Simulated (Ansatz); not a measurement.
An Ansatz input:

```yaml
crystal:
  lattice:
    - [0.0, 2.5158775227, 2.5158775227]
    - [2.5158775227, 0.0, 2.5158775227]
    - [2.5158775227, 2.5158775227, 0.0]
  atoms:
    - { symbol: Bi, position: [0.0, 0.0, 0.0] }
hamiltonian:
  xc: lda
  pseudopotentials:
    kind: paw
    azcp:
      Bi: "pseudopotentials/Bi.paw.azcp"
basis:
  ecutwfc: 420
  fft_grid_basis: typed
kpoints:
  mp_grid: { grid: [11, 11, 11], shift: [0, 0, 0] }
magnetization:
  spin_polarized: false
scf:
  occupations: { method: fermi_dirac, width: 0.1 }
relax:
  max_steps: 60
  f_tol: 0.01
  cell: {}
```

and its output:

```
Warning: the record states the generating functional pbe (its physics header spells it `PBE`), which answers neither for hamiltonian.xc's functional nor for the lda family's — results may be inconsistent (PPs are generated against a specific XC)
Engine: ansatz 0.2.0, x86_64-unknown-linux-gnu
Pseudopotentials: kind: paw
Pseudopotential: Bi, paw, valence charge 15, recommended cutoff 420 eV (normal) 
Functional definition: SPW92
  exchange = slater_x
  correlation = pw_c
Crystal: 1 atoms, lattice volume = 31.849 Å³
Basis set: ecut = 420 eV, 609 PW (Γ)
Bands: 12, of which v1, the nominal top of the filled ones, is band 8 counted from 1 (7 counted from 0)
Symmetry: 48 space group operations
Space group: Fm-3m (ITA 225), of the structure as read, at distance tolerance 3.2e-5 Å
k-points: 56 of 1331
Non-local potential: Bi, projectors of the file, l = 0: 2, l = 1: 2, l = 2: 2, l = 3: 2
PAW form: soft (Blöchl's): semilocal exchange-correlation on the pseudo side does not see the compensation charge
PAW frozen core: Bi, regenerated for the run's functional, and the local potential with it (the file was generated under x = pbe(κ = 0.804, μ = 0.2195149727645171), c = pbe(β = 0.06672455060314922))
PAW one-centre angular grid: Bi, 590 points (default); XC on 64 Gauss nodes
Initial density: superposition of atomic densities (neutral atoms: chi_scale 0, normalization atom), corrected by the library's trained network
Initial wavefunctions: pseudopotential atomic-orbital guess
Functional: x = slater, c = lda
SCF iter   1: F=—  HF=-12085.679516 eV  |F-HF|=—  |Δ(HF+E_count)|=         —  Δρ=2.83e-3  dr2=1.35e-3  ethr=1.77e-3  ⟨swp⟩=5.3  Hψ=3862  notcnv=0
SCF iter   2: F=—  HF=-12085.678859 eV  |F-HF|=—  |Δ(HF+E_count)|=   6.56e-4  Δρ=1.78e-3  dr2=5.66e-4  ethr=8.99e-6  ⟨swp⟩=2.5  Hψ=1492  notcnv=0
SCF iter   3: F=—  HF=-12085.678748 eV  |F-HF|=—  |Δ(HF+E_count)|=   1.11e-4  Δρ=4.86e-4  dr2=5.10e-5  ethr=3.77e-6  ⟨swp⟩=2.0  Hψ=990  notcnv=0
SCF iter   4: F=—  HF=-12085.678722 eV  |F-HF|=—  |Δ(HF+E_count)|=   2.61e-5  Δρ=1.19e-4  dr2=5.85e-6  ethr=3.40e-7  ⟨swp⟩=2.0  Hψ=1074  notcnv=0
SCF iter   5: F=—  HF=-12085.678719 eV  |F-HF|=—  |Δ(HF+E_count)|=   2.75e-6  Δρ=4.88e-5  dr2=7.28e-7  ethr=3.90e-8  ⟨swp⟩=2.2  Hψ=1084  notcnv=0
SCF iter   6: F=-12085.678718 eV  HF=-12085.678719 eV  |F-HF|=2.80e-8  |Δ(HF+E_count)|=   4.14e-7  Δρ=9.84e-6  dr2=2.41e-8  ethr=6.67e-10  ⟨swp⟩=3.9  Hψ=2713  notcnv=0
SCF 1 converged in 6 iterations: F = -12085.678718 eV  dr2 = 2.41e-8
relax step   1: F+E_penalty+E_count = -12085.67871848 eV  Δ(F+E_penalty+E_count) = +0.000e0 eV  max|allowed force component| = 0.000e0 eV/Å  Δτ_max = 0.0000 Å  P = -3.919 GPa  Ω = 31.849 Å³  (6 SCF iters, dr2 threshold 1.00e-7 eV, accepted)
Crystal: 1 atoms, lattice volume = 29.044 Å³
...
SCF iter   2: F=-12085.709396 eV  HF=-12085.709396 eV  |F-HF|=6.96e-9  |Δ(HF+E_count)|=   2.55e-8  Δρ=7.11e-6  dr2=1.12e-8  ethr=2.91e-10  ⟨swp⟩=4.0  Hψ=2330  notcnv=0
SCF 4 converged in 2 iterations: F = -12085.709396 eV  dr2 = 1.12e-8
relax step   4: F+E_penalty+E_count = -12085.70939629 eV  Δ(F+E_penalty+E_count) = -3.704e-5 eV  max|allowed force component| = 0.000e0 eV/Å  Δτ_max = 0.0000 Å  P = -0.004 GPa  Ω = 29.534 Å³  energy of the carried Pulay correction = +3.748e-4 eV  (2 SCF iters, dr2 threshold 4.36e-8 eV, accepted)
Initial wavefunctions: pseudopotential atomic-orbital guess (no wavefunctions were taken with the density)
iter 1 solved again at ethr=1.22e-7 eV; its pass at ethr=3.10e-3 eV (dr2=1.84e-5 eV) is discarded
SCF iter   1: F=—  HF=-12085.708989 eV  |F-HF|=—  |Δ(HF+E_count)|=         —  Δρ=9.43e-5  dr2=4.92e-7  ethr=1.22e-7  ⟨swp⟩=3.2  Hψ=5758  notcnv=0
SCF iter   2: F=—  HF=-12085.708994 eV  |F-HF|=—  |Δ(HF+E_count)|=   5.46e-6  Δρ=4.38e-5  dr2=9.44e-8  ethr=3.28e-9  ⟨swp⟩=2.6  Hψ=1063  notcnv=0
SCF iter   3: F=—  HF=-12085.708994 eV  |F-HF|=—  |Δ(HF+E_count)|=   4.86e-9  Δρ=7.37e-6  dr2=2.97e-9  ethr=6.29e-10  ⟨swp⟩=1.0  Hψ=672  notcnv=0
SCF iter   4: F=—  HF=-12085.708994 eV  |F-HF|=—  |Δ(HF+E_count)|=  3.13e-10  Δρ=6.32e-7  dr2=5.13e-11  ethr=1.98e-11  ⟨swp⟩=2.8  Hψ=1181  notcnv=0
SCF iter   5: F=-12085.708994 eV  HF=-12085.708994 eV  |F-HF|=1.82e-12  |Δ(HF+E_count)|=  6.37e-11  Δρ=1.03e-7  dr2=1.46e-12  ethr=1.00e-12  ⟨swp⟩=6.2  Hψ=2667  notcnv=0
SCF 5 converged in 5 iterations: F = -12085.708994 eV  dr2 = 1.46e-12
relax step   5: F+E_penalty+E_count = -12085.70899428 eV  Δ(F+E_penalty+E_count) = +4.020e-4 eV  max|allowed force component| = 0.000e0 eV/Å  Δτ_max = 0.0000 Å  P = -0.001 GPa  Ω = 29.534 Å³  stress off target by 1.33e-3 GPa  SCF on the basis re-selected at this cell (its energy is not comparable with the rows above)  (5 SCF iters)
basis re-selected at this cell: Δ(F+E_penalty+E_count) = +4.020e-4 eV, ΔP = +0.002 GPa vs the last step (what re-selecting the basis moved, of the pressure what is left beyond the Pulay correction that the steps carried, after the strain that the cell walked since its last selection, with what the two solves' SCF thresholds leave and, on support functions, any second-order correction that the steps lacked; it is no measure of the basis error at this ecutwfc). This SCF's stress stands 1.33e-3 GPa from its target on what of the cell is left free (relax.cell.stress_tol is 5.00e-2 GPa) and its largest allowed force component is 0.00e0 eV/Å (relax.f_tol is 1.00e-2 eV/Å): within both
SCF converged after 5 iterations
Free energy (F): -12085.708994 eV
Harris-Foulkes:  -12085.708994 eV  (|F-HF|=1.82e-12)
Internal energy: -12085.678315 eV  (E = F + TS)
E sigma→0 (E₀):  -12085.693655 eV
Entropy (-TS):   -0.030679 eV (-30.679 meV/atom)
Fermi energy:    12.359128 eV
--- Per-component energies (eV) ---
  E_band       = -73.953596
  E_kinetic    = 303.840638
  E_local      = -1364.327364  (includes V_loc(G=0)·N_el)
  E_nonlocal   = 563.782225
  E_hartree    = 428.557691
  E_xc         = -151.221416
  E_vxc        = -145.545196  (∫ρ·V_xc dr)
  E_paw        = -10352.620544  (= ΣΔE_a)
  E_vpaw       = -288.818785  (= ΣTr[D̂ρ^β])
  E_aug_tail   = -0.000523  (compensation charges beyond the density's cutoff)
  E_ewald      = -1513.684138
  E_core_change = -0.004885  (= ΣΔE_core)
  E_smearing   = -0.030679  (= −TS)
  E_closure    = -0.000000  (closes the sum)
  Σ components = -12085.708994   (vs F -12085.708994, Δ=0.00e0)
--- Forces (eV/Å), atoms counted from 1 ---
  atom   1  Bi    -0.00000000     0.00000000     0.00000000
  max |Σ_I F_I| component: 3.45e-31 eV/Å
--- Stress (GPa, compression-positive) ---
       -0.001332       0.000000       0.000000
        0.000000      -0.001332       0.000000
        0.000000       0.000000      -0.001332
  P = ⅓ Tr σ = -0.0013 GPa (-0.013 kbar)
--- Relaxed structure (4 steps of the walk, 4 accepted, 1 SCFs on fresh bases) ---
  F+E_penalty+E_count = -12085.70899428 eV   max|allowed force component| = 0.000e0 eV/Å   (the final SCF, on the basis selected at the relaxed cell)
  cell:  # Å, volume = 29.5343 Å³
    - [1.7069496310200232e-33, 2.45338294603424, 2.45338294603424]
    - [2.45338294603424, 6.623983642764268e-34, 2.45338294603424]
    - [2.45338294603424, 2.45338294603424, 3.1846075205597434e-33]
  atoms:
    - { symbol: Bi, position: [0.0, 0.0, 0.0] }
```
